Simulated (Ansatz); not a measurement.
SiGe:
```xyz
4
Lattice="1.9813 1.1439 6.4613 -1.9813 1.1439 6.4613 0.0000 -2.2878 6.4613" Properties=species:S:1:pos:R:3 pbc="T T T"
Si     0.0000     0.0000    18.2033
Si     0.0000     0.0000     1.1806
Ge     0.0000     0.0000     8.4463
Ge     0.0000     0.0000    10.9377
```

PBE (plane waves, PAW; program Ansatz) gives a gap of 0.38 eV without spin–orbit coupling, maximum at Γ, minimum at F.

What happens when spin–orbit coupling is switched on?

The gap drops by 0.06 eV, to 0.32 eV; maximum at Γ, minimum at F.

Give the electron effective mass with spin–orbit coupling.

0.11, 0.16, 0.59 mₑ (principal values).

Give the hole effective mass with spin–orbit coupling.

0.097, 0.097, 0.60 mₑ (principal values).

Space group R-3m. The start of the workflow was typed in or built on a structure type; neither database checked (COD, Materials Project) lists it. Whether it is the stable phase at ambient conditions was not checked. Symmetry was held in the PBE relaxation; whether a distortion lowers the energy is not shown.

Potentials: the earlier of the program's two PAW sets.
